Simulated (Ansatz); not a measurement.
## Two-dimensional strain map in Mg

Theory: Ansatz 0.2.0, DFT PBEsol, scalar-relativistic, plane waves, PAW. Settings: plane waves to 420 eV, k-mesh 24×24×24 (Γ-centred), Gaussian smearing 0.15 eV. No spin polarisation. Energies are free energies at this smearing, counted from the undisturbed cell; pressure is positive in compression.

Reference structure (relaxed at this level; this bcc form isn't the usual structure):

```
Mg
1.0
    -1.77835    1.77835    1.77835
     1.77835   -1.77835    1.77835
     1.77835    1.77835   -1.77835
Mg
1
Cartesian
  0.0000 0.0000 0.0000
```

The cell is strained by p along both x and y and by q along z, fractional coordinates fixed. Points are written (p, q).

Energy above the undisturbed cell in meV/atom (a dash: not computed):

```
 p \ q  -0.080  -0.040  0.000  0.040  0.080
-0.080   187.7   126.0   79.2   44.1   18.0
-0.040    78.1    41.1      –      –      –
 0.000       –       –    0.0      –      –
```

Pressure in GPa:

| p \ q | -0.080 | -0.040 | 0.000 | 0.040 | 0.080 |
| --- | --- | --- | --- | --- | --- |
| -0.080 | 14.9 | 11.4 | 8.5 | 6.1 | 4.1 |
| -0.040 | 8.3 | 5.7 | – | – | – |
| 0.000 | – | – | 0.0 | – | – |